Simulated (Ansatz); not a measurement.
One crystal and one scan (frozen-phonon scan) at two levels, PBE (plane waves to 420 eV, PAW, scalar-relativistic; Ansatz, a program for electronic structure) and r2SCAN (plane waves to 500 eV, PAW, scalar-relativistic; Ansatz), each from its own relaxed cell and on its own mesh. The cell shown is that of PBE.

Relaxed ZnS (zinc blende):

```yaml
crystal:
  lattice:
    - [0.00000, 2.72175, 2.72175]
    - [2.72175, 0.00000, 2.72175]
    - [2.72175, 2.72175, 0.00000]
  atoms:
    - { symbol: S, position: [0.75000, 0.75000, 0.75000] }
    - { symbol: Zn, position: [0.00000, 0.00000, 0.00000] }
```

The atoms are displaced by Q × the pattern below (from a DFPT mode at Γ, largest move 1; Q in Å), at fixed cell. It is one choice among 3 degenerate patterns.

```csv
atom,x,y,z
S1,0.000,0.000,-1.000
Zn2,0.000,0.000,0.490
```

The PAW data are Ansatz's earlier set. ZnS was relaxed with its symmetry unable to fall. Percentages come from the unrounded values. Both scans cover Q from -0.100 to 0.100 Å.

Results of PBE:

| Item | Result |
|---|---|
| Lattice constant a (Å) | 5.443 |
| Energy at Q = 0.100 Å (meV/cell) | 59.1 |
| Harmonic wavenumber from the curvature (finite differences) (cm⁻¹ (negative: imaginary)) | 260 |
| Space group of the distorted cell | Imm2 (No. 44), lowered from F-43m |
| Symmetry of the curve | even: the same for both signs |
| Shape of the curve | a single well with its minimum at or next to zero displacement |

What does r2SCAN give for the same quantities?


```
quantity                                                                                  r2SCAN     PBE − r2SCAN
----------------------------------------------------------------------------------------  ------  ---------------
Lattice constant a (Å)                                                                     5.390  +0.053 (+1.0 %)
Energy at Q = 0.100 Å (meV/cell)                                                            64.2    -5.1 (-8.0 %)
Harmonic wavenumber from the curvature (finite differences) (cm⁻¹ (negative: imaginary))     271       -11 (-4 %)
```

PBE gives the higher value for: lattice constant a. PBE gives the lower value for: energy at Q = 0.100 Å; harmonic wavenumber from the curvature. Both give the same space group of the distorted cell: Imm2 (No. 44), lowered from F-43m. Neither level is exact: the differences show how much the result hangs on the functional.

(A displaced cell: forces are minus the slopes of the energy, force constants its curvatures, and phonons follow from these.)
